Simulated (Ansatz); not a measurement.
# Varying the input for ScBi$_{3}$

All trials start from this Ansatz input:

```yaml
crystal:
  lattice:
    - [-2.315092, 2.315092, 5.410662]
    - [2.315092, -2.315092, 5.410662]
    - [2.315092, 2.315092, -5.410662]
  atoms:
    - { symbol: Sc, position: [0.0, 0.0, 0.0] }
    - { symbol: Bi, position: [0.75, 0.25, 0.5] }
    - { symbol: Bi, position: [0.25, 0.75, 0.5] }
    - { symbol: Bi, position: [0.5, 0.5, 0.0] }
basis:
  ecutwfc: 420
kpoints:
  mp_grid: { grid: [4, 4, 4] }
hamiltonian:
  xc: pbe
scf:
  occupations: { method: gaussian, width: 0.1 }
output:
  forces: true
  stress: true
  eigenvalues: true
```

Command:

```bash
ansatz run input.yaml --threads 1 --pin off --max-ram 1331MiB --backend cpu --events-out ev --progress --plain --runs-dir out
```

The run converges in 6 SCF iterations on 13 irreducible k-points: pressure -0.15 GPa, no gap.

Settings here are deliberately varied, not converged. Each trial's input is given as a difference from the reference's; energies are extrapolated to zero smearing where there is one, and pressure is positive in compression.

Trial 1:

```diff
 kpoints:
-  mp_grid: { grid: [4, 4, 4] }
+  mp_grid: { grid: [1, 5, 3] }
 scf:
-  occupations: { method: gaussian, width: 0.1 }
+  occupations: { method: cold, width: 0.047 }
+  mixing: { beta: 0.56 }
+  initial_density: { chi_scale: 0, normalization: atom }
+  max_iter: 66
```

The run converges in 8 SCF iterations on 8 irreducible k-points: energy 247 meV per atom below the reference, pressure -2.05 GPa, largest force 0.748 eV/Å, no gap. It warns that the mesh lowers the symmetry.

Trial 2:

```diff
 kpoints:
-  mp_grid: { grid: [4, 4, 4] }
+  mp_grid: { grid: [2, 2, 2] }
 scf:
+  lower_state_search: standard
+  mixing: { ndim: 6 }
+  max_iter: 74
```

The run converges in 8 SCF iterations on 4 irreducible k-points: energy 197 meV per atom above the reference, pressure 0.27 GPa, no gap.

Trial 3:

```diff
 basis:
+  precision: f64
 kpoints:
-  mp_grid: { grid: [4, 4, 4] }
+  mp_grid: { grid: [1, 1, 1], shift: [0.5, 0.5, 0.5] }
 hamiltonian:
+  dispersion: d3bj
 scf:
+  algorithm: direct_min
+  max_iter: 88
 output:
+  dos: { method: smearing }
```

The run converges in 7 SCF iterations on 1 irreducible k-point: pressure 16.57 GPa, no gap.

Trial 4:

```diff
 kpoints:
-  mp_grid: { grid: [4, 4, 4] }
+  mp_grid: { grid: [2, 2, 2] }
 scf:
+  max_iter: 80
+  convergence: { dr2_threshold: "1e-4 eV" }
```

The run converges in 6 SCF iterations on 4 irreducible k-points: energy 197 meV per atom above the reference, pressure 0.27 GPa, no gap. It warns that the SCF threshold is loose for the forces; that not every printed level is settled; that the SCF threshold is loose for the stress.

Trial 5:

```diff
 crystal:
+  symmetry: { detect: false }
 basis:
-  ecutwfc: 420
+  ecutwfc: "8 Ha"
```

The run converges in 7 SCF iterations on 36 irreducible k-points: energy 3.50 eV per atom above the reference, pressure -0.35 GPa (unreliable at so low a cutoff), no gap. It warns that the cutoff lies under the recommended one, 420 eV for these potentials.

Trial 6:

```diff
 crystal:
   lattice:
-    - [-2.315092, 2.315092, 5.410662]
-    - [2.315092, -2.315092, 5.410662]
-    - [2.315092, 2.315092, -5.410662]
+    - [-2.2343685929, 2.2343685929, 5.2220012163]
+    - [2.2343685929, -2.2343685929, 5.2220012163]
+    - [2.2343685929, 2.2343685929, -5.2220012163]
 kpoints:
-  mp_grid: { grid: [4, 4, 4] }
+  mp_grid: { grid: [1, 1, 1] }
 hamiltonian:
+  dispersion: rvv10
 scf:
+  max_iter: 60
```

The program refuses the input:

```text
Error: inconsistent input (hamiltonian.dispersion, hamiltonian.xc): `dispersion: rvv10` has no transferable b for PBE exchange — Sabatini et al. (2013) fitted b=6.3 to rPW86, and the PBE refits of Peng & Perdew (2017) are task-dependent (b=6.6 S22 / b=10.0 layered). Use `xc: {exchange: rpw86 …
```

Next try, with these keys changed back:

```diff
 hamiltonian:
-  dispersion: rvv10
```

The run converges in 8 SCF iterations on 1 irreducible k-point: energy 661 meV per atom above the reference, pressure 8.36 GPa, gap on the sampled k-points 0.54 eV (the reference is a metal, so it comes from the sampling or the changed settings).

Trial 7:

```diff
 scf:
-  occupations: { method: gaussian, width: 0.1 }
+  occupations: { method: explicit }
+  max_iter: 86
```

The program refuses the input:

```text
Error: invalid value for `scf.occupations.values`: required for method: explicit
```

Next try, with these keys changed back:

```diff
 scf:
-  occupations: { method: explicit }
+  occupations: { method: gaussian, width: 0.1 }
```

The run converges in 6 SCF iterations on 13 irreducible k-points: the reference's energy to 0.01 meV per atom, pressure -0.15 GPa, no gap.

Trial 8:

```diff
 hamiltonian:
-  xc: pbe
+  xc: pw92
+  pseudopotentials: { kind: paw, accuracy: perfect }
 scf:
+  max_iter: 66
```

The program refuses the input:

```text
Error: YAML parse error: error: line 17 column 44: unknown variant `perfect`, expected one of standard, stringent, lanthanide_3plus
```

Next try, with these keys changed back:

```diff
 hamiltonian:
-  pseudopotentials: { kind: paw, accuracy: perfect }
```

The run converges in 6 SCF iterations on 13 irreducible k-points: pressure -4.46 GPa, no gap.